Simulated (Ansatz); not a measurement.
NbPd:
```
NbPd
1.0
    1.42664     0.82367     4.70447
   -1.42664     0.82367     4.70447
    0.00000    -1.64735     4.70447
Nb Pd
1 1
Direct
  0.00000   0.00000   0.00000
  0.50000   0.50000   0.50000
```

This is the PBE-relaxed structure.

All from the program Ansatz at the PBE level (PAW), unless another level is named. Estimate the formation energy from the elements (no fitted shifts).

-0.14 eV/atom.

Predict the density of states at the Fermi level.

0.85 states/eV per atom (mean over ±0.08 eV).

Space group R-3m. The workflow started from a Materials Project entry (that database holds measured and hypothetical structures alike); the Crystallography Open Database copy checked does not list it. With Nb and Pd taken as one species the cell has the higher symmetry Fm-3m, so it may be an ordered model of a mixed-site phase. Its standing as an ambient phase is unchecked. The cell was relaxed with PBE under the symmetry of its start; its stability against distortions is not shown here. The run is not spin-polarised. The references are the lowest solids computed at this level, not always the standard phases. Scalar-relativistic: spin–orbit coupling is off unless named, which matters more the heavier the elements.

Potentials: the later of the program's two PAW sets.
